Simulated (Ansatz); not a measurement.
# Straining CaCu$_{2}$Si$_{2}$

Method: DFT PBEsol, scalar-relativistic, plane waves, PAW (Ansatz). Settings: 420 eV cutoff, 10×10×4 k-mesh, Gaussian smearing of 0.10 eV, no spin polarisation.

The relaxed crystal:

```yaml
crystal:
  lattice:
    - [4.00345, 0.00000, 0.00000]
    - [0.00000, 4.00345, 0.00000]
    - [0.00000, 0.00000, 9.81589]
  atoms:
    - { symbol: Ca, position: [0.00000, 0.00000, 0.00000] }
    - { symbol: Ca, position: [0.50000, 0.50000, 0.50000] }
    - { symbol: Si, position: [0.00000, 0.00000, 0.37963] }
    - { symbol: Si, position: [0.50000, 0.50000, 0.12037] }
    - { symbol: Si, position: [0.50000, 0.50000, 0.87963] }
    - { symbol: Si, position: [0.00000, 0.00000, 0.62037] }
    - { symbol: Cu, position: [0.00000, 0.50000, 0.25000] }
    - { symbol: Cu, position: [0.50000, 0.00000, 0.25000] }
    - { symbol: Cu, position: [0.50000, 0.00000, 0.75000] }
    - { symbol: Cu, position: [0.00000, 0.50000, 0.75000] }
```

Deformation: uniaxial strain along c, with the lengths of a and b and the atoms relaxed and the angles held, all within the symmetry that the strain leaves. Energies are extrapolated to zero smearing. On this cell's mesh the reference holds a stress of up to 0.33 GPa.

| strain (%) | ΔE (meV/atom) | a (Å) | b (Å) | c (Å) |
| --- | --- | --- | --- | --- |
| -6.0 | 25.9 | 4.092 | 4.092 | 9.227 |
| -4.0 | 11.3 | 4.060 | 4.060 | 9.423 |
| -2.0 | 2.3 | 4.031 | 4.031 | 9.620 |
| +0.0 | 0.0 | 4.003 | 4.003 | 9.816 |
| +2.0 | 3.9 | 3.981 | 3.981 | 10.012 |
| +4.0 | 12.8 | 3.954 | 3.954 | 10.209 |
| +6.0 | 26.2 | 3.931 | 3.931 | 10.405 |

(1) What stiffness (1/V) d²E/dε² at zero strain does a cubic fit over all points give?

(2) How does the free axis a answer a small strain?

Answers

(1) A cubic fit gives (1/V) d²E/dε² = 147 GPa at zero strain (Young's modulus along this axis, angles held).

(2) Between the innermost points its strain is -0.31 times the applied one.